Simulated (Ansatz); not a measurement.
Relaxed-ion elastic tensor of MgZn₂O₃ in space group P-3m1 (No. 164; Mg on 1a, Zn on 2d, O on 2d, O on 1b) in GPa (Voigt order), the program Ansatz at the LDA level (PAW); density 6.09 g/cm³, 9.23 Å³ per atom.

```
  328    133    123   20.8    0.0    0.0
  133    328    123  -20.8    0.0    0.0
  123    123    338    0.0    0.0    0.0
 20.8  -20.8    0.0   74.2    0.0    0.0
  0.0    0.0    0.0    0.0   74.2   20.8
  0.0    0.0    0.0    0.0   20.8   97.6
```

Question: Is the crystal mechanically stable?

Answer: Yes: the smallest eigenvalue of C is 62.0 GPa.

Question: Work out the Voigt, Reuss and Hill averages.

Answer: K_V = 195, K_R = 195, K_H = 195; G_V = 90.2, G_R = 83.6, G_H = 86.9 GPa.

Question: Give Young's modulus, Poisson's ratio, Pugh's ratio and the universal anisotropy index.

Answer: E = 9KG/(3K + G) = 227 GPa; ν = 0.31; K/G = 2.24 (ductile by the Pugh limit of 1.75); A_U = 5G_V/G_R + K_V/K_R − 6 = 0.39.

Question: Estimate the sound speeds and the Debye temperature.

Answer: v_l = √((K + 4G/3)/ρ) = 7140 m/s, v_t = √(G/ρ) = 3780 m/s, mean 4220 m/s; Θ = (h/k)(3n/4πV)^(1/3) v_m = 599 K.

Question: Solve the Christoffel equation for the three sound speeds along x, y, z.

Answer: Eigenvalues of C_ijkl n_j n_l equal ρv². In km/s, slowest first: x 3.19, 4.25, 7.34; y 3.45, 4.00, 7.36; z 3.49, 3.49, 7.45.

Question: How much does each axis shrink under pressure?

Answer: Linear compressibilities β_i = Σ_j S_ij (j = 1 to 3): x 1.7, y 1.7, z 1.7 per TPa.

The workflow started from a Materials Project entry (that database holds measured and hypothetical structures alike); the Crystallography Open Database copy checked does not list it. With Mg and Zn taken as one species the cell has the higher symmetry Fm-3m, so it may be an ordered model of a mixed-site phase. Its standing as an ambient phase is unchecked. Symmetry was held in the LDA relaxation; phonons on a q-mesh show no instability.

Potentials: the later of the program's two PAW sets.
